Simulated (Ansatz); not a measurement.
Ge2Sb2Te5:
```yaml
crystal:
  lattice:
    - [4.21847, 0.00000, 0.00000]
    - [-2.10923, 3.65330, 0.00000]
    - [0.00000, 0.00000, 17.94617]
  atoms:
    - { symbol: Ge, position: [0.00000, 0.00000, 0.33420] }
    - { symbol: Ge, position: [0.00000, 0.00000, 0.66580] }
    - { symbol: Sb, position: [0.33333, 0.66667, 0.11218] }
    - { symbol: Sb, position: [0.66667, 0.33333, 0.88782] }
    - { symbol: Te, position: [0.00000, 0.00000, 0.00000] }
    - { symbol: Te, position: [0.33333, 0.66667, 0.79127] }
    - { symbol: Te, position: [0.66667, 0.33333, 0.20873] }
    - { symbol: Te, position: [0.33333, 0.66667, 0.41230] }
    - { symbol: Te, position: [0.66667, 0.33333, 0.58770] }
```

Relaxed with r²SCAN+D4.

**Question.** Which orbitals make up the states near the Fermi level in DFT-r²SCAN+D4 in the program Ansatz with PAW potentials?

**Answer.** Within 0.5 eV of the Fermi level: Sb 5p 40 %, Te 5p 36 %, Ge 4p 10 %, Te 5s 6 %. Projections are on Löwdin-orthogonalised atomic valence shells; empty p or d shells of many metals are not among them.

**Question.** Tabulate the density of states.

**Answer.** States/eV per cell of 9 atoms, in 0.25 eV bins, energy from the Fermi level.

```
E (eV)  total  Te 5p  Sb 5p  Ge 4p
------  -----  -----  -----  -----
-7.85    1.40   0.29   0.01   0.02
-7.60    1.28   0.26   0.02   0.02
-7.35    1.22   0.26   0.02   0.02
-7.10    0.70   0.13   0.01   0.01
-6.85    0.44   0.07   0.01   0.01
-6.60    0.25   0.03   0.00   0.00
-6.35    1.49   0.77   0.58   0.06
-6.10    1.96   1.04   0.78   0.09
-5.85    1.39   0.74   0.54   0.07
-5.60    1.95   1.04   0.76   0.09
-5.35    4.65   2.53   1.41   0.51
-5.10    3.95   2.20   1.11   0.48
-4.85    4.58   2.57   1.30   0.52
-4.60    5.18   2.98   1.30   0.69
-4.35    6.60   3.89   1.42   0.98
-4.10    6.53   3.93   1.33   0.95
-3.85    7.45   4.52   1.50   1.02
-3.60    6.45   3.94   1.21   0.92
-3.35    7.43   4.61   1.16   1.20
-3.10    7.96   4.99   1.03   1.48
-2.85    6.54   4.14   0.88   1.13
-2.60    5.89   3.91   0.63   0.96
-2.35    7.24   5.18   0.54   1.02
-2.10    6.01   4.50   0.35   0.75
-1.85    6.29   4.54   0.42   0.70
-1.60    3.78   2.64   0.24   0.33
-1.35    6.02   4.21   0.30   0.47
-1.10    5.08   3.44   0.25   0.44
-0.85    3.16   2.01   0.19   0.33
-0.60    1.40   0.84   0.12   0.19
-0.35    0.69   0.38   0.09   0.10
-0.10    0.38   0.15   0.12   0.05
0.15     1.22   0.43   0.54   0.09
0.40     5.64   1.84   2.46   0.53
0.65     9.19   3.38   3.93   0.72
0.90     7.64   3.03   3.13   0.59
1.15     1.66   0.58   0.65   0.25
1.40     1.76   0.52   0.53   0.50
1.65     4.62   1.38   1.07   1.52
1.90     5.27   1.58   1.06   1.82
2.15     8.08   2.54   1.58   2.78
2.40     8.74   2.77   1.67   2.79
2.65     7.32   2.29   1.43   2.11
2.90     4.80   1.52   0.72   1.66
3.15     6.77   1.96   0.82   2.23
3.40     6.86   2.07   0.92   2.12
3.65     5.95   1.86   0.77   1.85
3.90     5.54   1.60   0.71   1.46
4.15     4.60   1.16   0.55   0.97
4.40     4.15   1.03   0.48   0.83
4.65     6.81   1.13   0.55   0.87
```

Space group P-3m1. The r²SCAN+D4 relaxation kept the symmetry of its start. A small band overlap can be real or an error of a semilocal functional. Spin–orbit coupling is left out wherever it is not named.

Potentials: the later of the program's two PAW sets.
